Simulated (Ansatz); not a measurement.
The elements of this relaxed trial crystal are hidden behind letters.

```
lattice vectors (Å)
   3.5094    2.0261    4.5846
  -3.5094    2.0261    4.5846
   0.0000   -4.0523    4.5846
fractional positions
X 0.7500 0.7500 0.7500
X 0.2500 0.2500 0.2500
Z 0.5000 0.5000 0.5000
Z 0.0000 0.0000 0.0000
Q 0.8567 0.2500 0.6433
Q 0.6433 0.8567 0.2500
Q 0.2500 0.6433 0.8567
Q 0.1433 0.7500 0.3567
Q 0.3567 0.1433 0.7500
Q 0.7500 0.3567 0.1433
```

The calculation used Ansatz, DFT PBE, scalar-relativistic, plane waves, PAW. Cutoff 420 eV, Γ-centred 6×6×6 mesh (10-atom cell), Gaussian smearing of 0.10 eV, no spin polarisation.

- Space group: R-3c (No. 167)
- Conventional cell: a = 7.019 Å, c = 13.754 Å
- Volume per atom: 19.56 Å³
- Density: 5.63 g/cm³
- Energy over the elements: −0.78 eV/atom
- Gap on the 6×6×6 mesh of the 10-atom cell: 0 eV (the bands overlap slightly)

Energies are uncorrected and count from the elements' standard states at the same level.

Task: X is an s-block element of period 4, Z is a d-block element of period 6 and Q is a p-block element of period 3. Which elements are they?

Result: X = Ca, Z = Pt, Q = S, so the formula is CaPtS3. Density times volume gives a mean mass of 5.63 × 19.56/1.6605 = 66.3 u per atom, and this set has 66.3 u. Around Ca lie 3 S at 2.76 Å, 6 S at 3.15 Å and 2 Pt at 3.44 Å; around Pt lie 6 S at 2.45 Å and 2 Ca at 3.44 Å; S has 2 Pt at 2.45 Å, 1 Ca at 2.76 Å, 2 Ca at 3.15 Å and 4 S at 3.15 Å. Other sets within the hints have nearly the same mass, so mass alone doesn't settle it; this one was computed.

Spin–orbit coupling, which can matter for Pt, is left out. The zero gap may come from the functional, which often closes small gaps, or the cell may be a true semimetal. Symmetry constrained the relaxation, so the result can be a saddle point.
